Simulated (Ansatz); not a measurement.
Molecular dynamics on a 2×2×1 supercell (16 atoms) of CdSiN₂ (ordering on zincblende), relaxed with r2SCAN. Forces come from PBEsol in Ansatz 0.2.0: Langevin thermostat and barostat (NPT), 200 K, steps of 1 fs. Computed, non-magnetic; the trajectory is short and the cell small, so nothing here is a converged average. The structure comes from a prototype and may be hypothetical.

```yaml
crystal:
  lattice:
    - [6.0679768871, 0.0, 0.0]
    - [0.0, 6.0679768871, 0.0]
    - [0.0, 0.0, 5.1102333252]
  atoms:
    - { symbol: Cd, position: [0.0, 0.0, 0.0] }
    - { symbol: "N", position: [0.0, 0.25, 0.3197391377] }
    - { symbol: Si, position: [0.25, 0.25, 0.5] }
    - { symbol: "N", position: [0.25, 0.0, 0.6802608623] }
    - { symbol: Cd, position: [0.0, 0.5, 0.0] }
    - { symbol: "N", position: [0.0, 0.75, 0.3197391377] }
    - { symbol: Si, position: [0.25, 0.75, 0.5] }
    - { symbol: "N", position: [0.25, 0.5, 0.6802608623] }
    - { symbol: Cd, position: [0.5, 0.0, 0.0] }
    - { symbol: "N", position: [0.5, 0.25, 0.3197391377] }
    - { symbol: Si, position: [0.75, 0.25, 0.5] }
    - { symbol: "N", position: [0.75, 0.0, 0.6802608623] }
    - { symbol: Cd, position: [0.5, 0.5, 0.0] }
    - { symbol: "N", position: [0.5, 0.75, 0.3197391377] }
    - { symbol: Si, position: [0.75, 0.75, 0.5] }
    - { symbol: "N", position: [0.75, 0.5, 0.6802608623] }
kpoints:
  mp_grid: { grid: [2, 2, 4] }
hamiltonian:
  xc: pbesol
scf:
  occupations: { method: fermi_dirac, width: 0.02 }
md:
  ensemble: npt_langevin
  temperature: 200
  timestep: 1.0
  n_steps: 20
  initial_velocities: maxwell_boltzmann
  seed: 1237
```

Run as `ansatz run input.yaml --threads 4 --pin off --max-ram 3686MiB --backend cpu --events-out ev --progress --plain --runs-dir out`.

Question: What wall time did it need on 4 threads of Intel(R) Xeon(R) 6975P-C (Granite Rapids), with other jobs on the host, and how much host memory at the peak?

Answer: About 30 s, with a peak of 0.83 GiB.

| step | t (fs) | T (K) | free energy F from step 0 (meV/atom) | kinetic energy (meV/atom) | pressure (GPa) | volume (Å³/atom) | largest force (eV/Å) |
| --- | --- | --- | --- | --- | --- | --- | --- |
| 0 | 0 | 188 | 0.0 | 24.2 | -0.73 | 11.76 | 0.18 |
| 1 | 1 | 188 | 0.2 | 24.3 | -0.70 | 11.76 | 0.31 |
| 2 | 2 | 182 | 0.7 | 23.5 | -0.66 | 11.76 | 0.43 |
| 3 | 3 | 169 | 1.5 | 21.8 | -0.60 | 11.75 | 0.58 |
| 4 | 4 | 164 | 2.5 | 21.2 | -0.50 | 11.75 | 0.73 |
| 5 | 5 | 155 | 3.7 | 20.1 | -0.41 | 11.74 | 0.85 |
| 6 | 6 | 158 | 4.9 | 20.4 | -0.33 | 11.74 | 0.97 |
| 7 | 7 | 125 | 6.2 | 16.2 | -0.27 | 11.73 | 1.07 |
| 8 | 8 | 111 | 7.4 | 14.4 | -0.19 | 11.73 | 1.15 |
| 9 | 9 | 104 | 8.5 | 13.4 | -0.16 | 11.73 | 1.22 |
| 10 | 10 | 107 | 9.5 | 13.9 | -0.13 | 11.72 | 1.27 |
| 11 | 11 | 101 | 10.4 | 13.1 | -0.12 | 11.72 | 1.30 |
| 12 | 12 | 101 | 11.0 | 13.1 | -0.15 | 11.72 | 1.32 |
| 13 | 13 | 99 | 11.5 | 12.8 | -0.20 | 11.72 | 1.33 |
| 14 | 14 | 100 | 11.8 | 12.9 | -0.26 | 11.73 | 1.34 |
| 15 | 15 | 99 | 11.9 | 12.8 | -0.35 | 11.73 | 1.35 |
| 16 | 16 | 102 | 11.8 | 13.2 | -0.44 | 11.73 | 1.36 |
| 17 | 17 | 100 | 11.5 | 13.0 | -0.51 | 11.73 | 1.36 |
| 18 | 18 | 102 | 11.0 | 13.2 | -0.55 | 11.73 | 1.35 |
| 19 | 19 | 112 | 10.4 | 14.5 | -0.57 | 11.73 | 1.35 |
| 20 | 20 | 121 | 9.9 | 15.7 | -0.59 | 11.73 | 1.35 |

The temperature starts at 188 K, is lowest at step 15 (99 K, 15 fs) and ends at 121 K. The thermostat hasn't had time to restore it. The atoms start on their lattice sites with kinetic energy alone, so much of it first passes into potential energy.

Positions (Å) and forces (eV/Å) at step 20:
```
cell (Å): 6.063 0.000 0.000; 0.000 6.063 0.000; 0.000 0.000 5.106
Cd   0.038   0.022   0.004    -0.156  -0.198  -0.333
N    0.024   1.494   1.606     0.152   0.381   0.305
Si   1.539   1.524   2.570    -0.416   0.016  -0.302
N    1.506   0.010   3.463     0.239  -0.104   0.328
Cd  -0.008   3.048   0.008    -0.105   0.071  -0.116
N   -0.037   4.579   1.605     0.079  -0.544   0.235
Si   1.488   4.564   2.544    -0.108  -0.145  -0.259
N    1.484   3.046   3.485     0.287   0.058  -0.173
Cd   3.056   0.017   0.000     0.016  -0.050  -0.496
N    3.035   1.482   1.651     0.515   0.317  -0.184
Si   4.596   1.482   2.544    -0.735  -0.542   0.321
N    4.575  -0.070   3.487    -0.317   0.572  -0.303
Cd   3.031   2.976   0.004    -0.056   0.167  -0.092
N    3.009   4.572   1.568    -0.596  -0.603   0.510
Si   4.480   4.494   2.514     1.085   0.600   0.535
N    4.525   2.993   3.461     0.118   0.003   0.025
```
